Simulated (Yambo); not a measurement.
Yambo run on LiBH$_{4}$ (space group P6_3mc, No. 186). The wavefunctions come from this Quantum ESPRESSO step (PBEsol, PseudoDojo standard norm-conserving files, scalar-relativistic):

```
&CONTROL
  calculation = 'nscf'
  pseudo_dir = './pseudo'
  outdir = './out'
/
&SYSTEM
  ibrav = 0
  nat = 12
  ntyp = 3
  ecutwfc = 76.0
  ecutrho = 304.0
  occupations = 'fixed'
  force_symmorphic = .true.
  nbnd = 200
/
&ELECTRONS
  conv_thr = 1.2000000000000002e-08
  diago_full_acc = .true.
  diago_thr_init = 1e-08
/
ATOMIC_SPECIES
H 1.0080 H.upf
Li 6.9400 Li.upf
B 10.8100 B.upf
CELL_PARAMETERS angstrom
  4.202779893000   0.000000000000   0.000000000000
 -2.101389947000   3.639714154000   0.000000000000
  0.000000000000   0.000000000000   7.420120000000
ATOMIC_POSITIONS crystal
H   0.333333333000   0.666666667000   0.371280000000
H   0.666666667000   0.333333333000   0.871280000000
H   0.175159500000   0.350319000000   0.591380000000
H   0.824840500000   0.175159500000   0.091380000000
H   0.649681000000   0.824840500000   0.591380000000
H   0.824840500000   0.649681000000   0.091380000000
H   0.175159500000   0.824840500000   0.591380000000
H   0.350319000000   0.175159500000   0.091380000000
Li   0.333333333000   0.666666667000   0.113950000000
Li   0.666666667000   0.333333333000   0.613950000000
B   0.333333333000   0.666666667000   0.535600000000
B   0.666666667000   0.333333333000   0.035600000000
K_POINTS automatic
3 3 2 0 0 0
```

Yambo input:

```
rim_cut
gw0
dyson
el_el_corr
HF_and_locXC
ppa
em1d
RandQpts= 1000000
RandGvec= 1 Ry
EXXRLvcs= 76 Ry
VXCRLvcs= 304 Ry
Chimod= "HARTREE"
% BndsRnXp
 3 | 199 |
%
NGsBlkXp= 8 Ry
% LongDrXp
 1.0 | 1.0 | 1.0 |
%
PPAPntXp= 27.2114 eV
% GbndRnge
 1 | 199 |
%
GTermKind= "BG"
DysSolver= "n"
ExtendOut
% QPkrange
 1 | 1 | 10 | 11 |
 2 | 2 | 10 | 11 |
%
```

k points by index: 1 = Γ, 2 = A.

The o-*.qp file then holds:

```
#    K-point    Band    Eo [eV]    E [eV]    E-Eo [eV]    Vxc [eV]    Vnlxc [eV]    Sc|Eo [eV]    Sc|E [eV]    dSc/dw|Eo [eV]    Re(Z)    Im(Z)
#
    1    10    0.000000    -2.036489    -2.036489    -12.58245    -16.74699    1.666532    2.128050    -6.166362    0.815253    -0.001360
    1    11    6.743653    7.806226    1.062574    -8.044435    -3.769791    -3.026300    -3.212071    -4.756836    0.851199    -0.001180
    2    10    -0.011783    -2.045421    -2.033638    -12.56932    -16.72632    1.662497    2.123363    -6.166284    0.815255    -0.001362
    2    11    7.318259    8.279122    0.960864    -7.598334    -3.527799    -2.946425    -3.109671    -4.622488    0.854792    -0.001177
```
(The two width columns are left out.) Convergence of these settings isn't established.

Geometry of the Materials Project entry, not relaxed at this level.

The structure is a Materials Project entry; no match was found in the copy of COD used, and its stability was not checked.
